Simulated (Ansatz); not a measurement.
ZnO:
```cif
data_OZn
_chemical_formula_sum 'Zn1 O1'
_space_group_name_H-M_alt 'Pm-3m'
_space_group_IT_number 221
_space_group_name_Hall '-P 4 2 3'
_cell_length_a 2.64513
_cell_length_b 2.64513
_cell_length_c 2.64513
_cell_angle_alpha 90.000
_cell_angle_beta 90.000
_cell_angle_gamma 90.000
loop_
_atom_site_label
_atom_site_type_symbol
_atom_site_symmetry_multiplicity
_atom_site_Wyckoff_symbol
_atom_site_fract_x
_atom_site_fract_y
_atom_site_fract_z
_atom_site_occupancy
Zn1 Zn 1 a 0.00000 0.00000 0.00000 1
O1 O 1 b 0.50000 0.50000 0.50000 1
```

Relaxed with r²SCAN. r²SCAN (plane waves, PAW; program Ansatz) gives no gap.

**Question.** What gap does HSE06 give on the same cell (Ansatz, PAW)?

**Answer.** 0.85 eV. The hybrid was solved on a coarser mesh and at special points; its gap is the smallest among all of these. On such a mesh it can open a false gap in a semimetal.

```tsv
k	v1 r²SCAN	c1 r²SCAN	v1 HSE06	c1 HSE06
Γ	-1.33	-0.03	-1.32	0.85
R	-1.49	6.30	?	?
M	-0.21	3.40	?	?
X	0.00	6.08	?	?
```

**Question.** Top valence (v1) and lowest conduction level (c1) in eV from each method's valence maximum (which need not be a listed point): supply the withheld HSE06 values.

**Answer.** 
- M, v1 HSE06: -0.16
- M, c1 HSE06: 4.43
- X, v1 HSE06: 0.00
- X, c1 HSE06: 6.96
- R, v1 HSE06: -1.78
- R, c1 HSE06: 7.18

Cost on shared cores: the r²SCAN run (SCF on a 15×15×15 mesh, then bands and DOS) roughly 14 core-seconds, the HSE06 run (SCF on 8×8×8, then a few points) about 40 core-seconds (a rough figure); the tasks are unlike.

A made-up cell: these elements were put on the sites of a structure type; neither database checked (COD, Materials Project) lists it. It is not the phase usual at ambient conditions (space group No. 186). The cell was relaxed with r²SCAN under the symmetry of its start. At this level the phase is mechanically unstable.

Potentials: the earlier of the program's two PAW sets.
